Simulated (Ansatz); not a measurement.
Input and command of a calculation in Ansatz (plane waves; scalar-relativistic PAW potentials unless the input names others):

```yaml
crystal:
  lattice:
    - [4.23433089, 0.0, 0.0]
    - [-2.11716545, 3.66703812, 0.0]
    - [0.0, 0.0, 3.35763397]
  atoms:
    - { symbol: Be, position: [0.3333333333, 0.6666666667, 0.25] }
    - { symbol: Be, position: [0.6666666667, 0.3333333333, 0.75] }
    - { symbol: Ru, position: [0.8265919363, 0.6531838725, 0.25] }
    - { symbol: Ru, position: [0.1734080637, 0.8265919363, 0.75] }
    - { symbol: Ru, position: [0.3468161275, 0.1734080637, 0.25] }
    - { symbol: Ru, position: [0.1734080637, 0.3468161275, 0.75] }
    - { symbol: Ru, position: [0.8265919363, 0.1734080637, 0.25] }
    - { symbol: Ru, position: [0.6531838725, 0.8265919363, 0.75] }
basis:
  ecutwfc: 420
kpoints:
  mp_grid: { grid: [12, 12, 10] }
hamiltonian:
  xc: pbe
scf:
  occupations: { method: gaussian, width: 0.1 }
  max_iter: 100
output:
  forces: true
  eigenvalues: true
  stress: true
```

```bash
ansatz run input.yaml --threads 1 --pin off --max-ram 2560MiB --backend cpu --events-out ev --progress --plain --runs-dir out
```

Abridged log:
```
Pseudopotentials: kind: paw
Pseudopotential: Be, paw, valence charge 2, recommended cutoff 420 eV (normal)
Pseudopotential: Ru, paw, valence charge 16, recommended cutoff 420 eV (normal)
Functional definition: PBE
Crystal: 8 atoms, lattice volume = 52.136 Å³
Basis set: ecut = 420 eV, 1001 PW (Γ), exchange–correlation on 60×60×48 points (8 copies of the dense FFT grid, shifted against one another)
Bands: 60, of which v1, the nominal top of the filled ones, is band 50 counted from 1 (49 counted from 0)
Symmetry: 24 space group operations
Space group: P63/mmc (ITA 194), of the structure as read, at distance tolerance 3.7e-5 Å
k-points: 114 of 1440
Initial density: superposition of atomic densities (neutral atoms: chi_scale 0, normalization atom), corrected by the library's trained network
Initial wavefunctions: pseudopotential atomic-orbital guess
Functional: x = pbe(κ = 0.804, μ = 0.21951497), c = pbe(β = 0.06672455)
SCF iter   1: F=—  HF=-35393.610429 eV  |F-HF|=—  |Δ(HF+E_count)|=         —  Δρ=5.64e-2  dr2=1.54e0  ethr=1.77e-3  ⟨swp⟩=6.9  Hψ=29273  notcnv=0  defer=41
SCF iter   2: F=—  HF=-35393.339143 eV  |F-HF|=—  |Δ(HF+E_count)|=   2.71e-1  Δρ=3.26e-2  dr2=5.70e-1  ethr=1.54e-3  ⟨swp⟩=2.0  Hψ=8571  notcnv=0  defer=368
SCF iter   3: F=—  HF=-35393.125365 eV  |F-HF|=—  |Δ(HF+E_count)|=   2.14e-1  Δρ=5.89e-3  dr2=8.32e-3  ethr=5.70e-4  ⟨swp⟩=2.3  Hψ=12546  notcnv=0  defer=371
SCF iter   4: F=—  HF=-35393.123578 eV  |F-HF|=—  |Δ(HF+E_count)|=   1.79e-3  Δρ=1.52e-3  dr2=1.29e-3  ethr=8.32e-6  ⟨swp⟩=2.1  Hψ=12280  notcnv=0  defer=371
SCF iter   5: F=—  HF=-35393.123404 eV  |F-HF|=—  |Δ(HF+E_count)|=   1.75e-4  Δρ=4.05e-4  dr2=5.71e-5  ethr=1.29e-6  ⟨swp⟩=2.0  Hψ=9751  notcnv=0  defer=371
SCF iter   6: F=—  HF=-35393.123476 eV  |F-HF|=—  |Δ(HF+E_count)|=   7.24e-5  Δρ=4.03e-5  dr2=4.83e-7  ethr=5.71e-8  ⟨swp⟩=2.5  Hψ=12177  notcnv=0  defer=371
SCF iter   7: F=-35393.123476 eV  HF=-35393.123476 eV  |F-HF|=4.33e-9  |Δ(HF+E_count)|=   3.54e-8  Δρ=6.60e-6  dr2=9.89e-9  ethr=1.00e-10  ⟨swp⟩=11.9  Hψ=33515  notcnv=0
SCF 1 converged in 7 iterations: F = -35393.123476 eV  dr2 = 9.89e-9
SCF converged after 7 iterations
Free energy (F): -35393.123476 eV
Harris-Foulkes:  -35393.123476 eV  (|F-HF|=4.33e-9)
Internal energy: -35393.103400 eV  (E = F + TS)
E sigma→0 (E₀):  -35393.113438 eV
Entropy (-TS):   -0.020077 eV (-2.510 meV/atom)
Fermi energy:    42.834001 eV
--- Forces (eV/Å), atoms counted from 1 ---
  atom   1  Be     0.00000000     0.00000000     0.00000000
  atom   2  Be     0.00000000     0.00000000     0.00000000
  atom   3  Ru     0.00000000     1.05447049     0.00000000
  atom   4  Ru    -0.91319823     0.52723524     0.00000000
  atom   5  Ru    -0.91319823    -0.52723525     0.00000000
  atom   6  Ru     0.00000000    -1.05447049     0.00000000
  atom   7  Ru     0.91319823    -0.52723524     0.00000000
  atom   8  Ru     0.91319823     0.52723525     0.00000000
--- Stress (GPa, compression-positive) ---
      744.971645       0.000000       0.000000
        0.000000     744.971645       0.000000
        0.000000       0.000000     734.073960
  P = ⅓ Tr σ = 741.3391 GPa (7413.391 kbar)
```

The run was meant for a cell not far from equilibrium. What is wrong with this input?

The fault is a lattice far too small (lattice vectors times 0.800). Setting it back cures it. The run converged all the same, with an energy at zero smearing 8.0 eV/atom above the reference's, pressure 741.34 GPa, largest force 1.054 eV/Å, no gap on the mesh, so convergence alone doesn't show that an input is right. A reference run of the cell with lattice vectors 5.2929 0.0000 0.0000; -2.6465 4.5838 0.0000; 0.0000 0.0000 4.1970 Å and the atoms in their places converged, and the end of its own relaxation has pressure -0.01 GPa, largest force 0.000 eV/Å, no gap on the mesh.

It took 22 s on 1 thread of Arm Neoverse V1 (shared host), peak memory 0.5 GiB.